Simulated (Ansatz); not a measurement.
**AgAu: Boltzmann equation against the high-temperature formula (computed with Ansatz 0.2.0)**

Space group R-3m (No. 166), 2 atoms in the cell of the first input below: a = 4.960 Å, b = 4.960 Å, c = 4.960 Å, α = 33.78°, β = 33.78°, γ = 33.78°.

The structure comes from the Materials Project database of computed cells (whether it is a measured phase wasn't checked), relaxed without spin–orbit coupling to zero pressure (pressure 0.0 GPa with this functional, without spin–orbit coupling). Functional: PBEsol.

Input:

```yaml
crystal:
  lattice:
    - [1.4411108058, 0.8320257116, 4.6724888732]
    - [-1.4411108058, 0.8320257116, 4.6724888732]
    - [0.0, -1.6640514233, 4.6724888732]
  atoms:
    - { symbol: Ag, position: [0.0, 0.0, 0.0] }
    - { symbol: Au, position: [0.5, 0.5, 0.5] }
basis:
  ecutwfc: 420
  ecutrho_ratio: 4
kpoints:
  mp_grid: { grid: [14, 14, 14] }
hamiltonian:
  xc: pbesol
scf:
  occupations: { method: methfessel_paxton, width: 0.2 }
output: {}
phonons:
  supercell: [2, 2, 2]
  qpath:
    path:
      - [[0.0, 0.0, 0.0], [0.5, 0.5, 0.5], [0.81219427, 0.18780573, 0.5]]
      - [[0.5, -0.18780573, 0.18780573], [0.5, 0.0, 0.0], [0.0, 0.0, 0.0], [0.34390286, -0.34390286, 0.0]]
      - [[0.65609714, 0.0, 0.34390286], [0.5, 0.0, 0.5], [0.0, 0.0, 0.0]]
    npoints: 6
  electrical_resistivity: { mesh: [28, 28, 28], temperatures: [50, 100, 200, 300, 500] }
  superconductivity: { mesh: [28, 28, 28], eliashberg_equations: false }
```

```bash
ansatz run input.yaml --threads 8 --pin off --max-ram 15360MiB --backend cpu --events-out ev --progress --plain --runs-dir out
```

Time: 15 min on 8 threads of Intel(R) Xeon(R) Processor @ 2.50GHz (Skylake/Cascade Lake), with other jobs on the host, peak memory 5.6 GiB.

λ_tr,xx from the finest mesh down: 0.152, 0.153, 0.183. The next coarser mesh moves the resistivity at 300 K by 2 % along the axis that moves most.

The run gives λ_tr,xx = 0.152 and a Drude plasma energy ħω_p,xx = 8.97 eV.

Task: Estimate the resistivity along x at 300 K from the high-temperature formula.

Result: ħ/τ = 2π λ_tr k_B T = 0.0247 eV and ρ = 1/(ε0 ω_p² τ) = 2.28 μΩ cm. The Boltzmann solution gives 2.19 μΩ cm, so the estimate is 4 % high.

```json
{"T (K)": "50", "ρ_xx (μΩ cm)": "0.20", "ρ_zz (μΩ cm)": "0.20", "formula, xx": "0.38", "R_H, field along x (10⁻¹¹ m³/C)": "-7.5", "R_H, field along z (10⁻¹¹ m³/C)": "-7.8"}
{"T (K)": "100", "ρ_xx (μΩ cm)": "0.63", "ρ_zz (μΩ cm)": "0.67", "formula, xx": "0.76", "R_H, field along x (10⁻¹¹ m³/C)": "-6.34", "R_H, field along z (10⁻¹¹ m³/C)": "-6.74"}
{"T (K)": "200", "ρ_xx (μΩ cm)": "1.43", "ρ_zz (μΩ cm)": "1.52", "formula, xx": "1.52", "R_H, field along x (10⁻¹¹ m³/C)": "-5.99", "R_H, field along z (10⁻¹¹ m³/C)": "-6.49"}
{"T (K)": "300", "ρ_xx (μΩ cm)": "2.19", "ρ_zz (μΩ cm)": "2.34", "formula, xx": "2.28", "R_H, field along x (10⁻¹¹ m³/C)": "-5.91", "R_H, field along z (10⁻¹¹ m³/C)": "-6.45"}
{"T (K)": "500", "ρ_xx (μΩ cm)": "3.69", "ρ_zz (μΩ cm)": "3.95", "formula, xx": "3.80", "R_H, field along x (10⁻¹¹ m³/C)": "-5.88", "R_H, field along z (10⁻¹¹ m³/C)": "-6.45"}
```

R_H depends on the direction of the field. At 300 K the next coarser mesh moves R_H by up to 7 %.

At 50 K the solution is 0.53 times the linear formula, and at 500 K 0.97 times. The formula is meant for temperatures above the phonon energies and for bands that vary little within k_B T.

Caveats: no spin-orbit coupling, which matters for these elements; small supercell, couplings not converged in it.
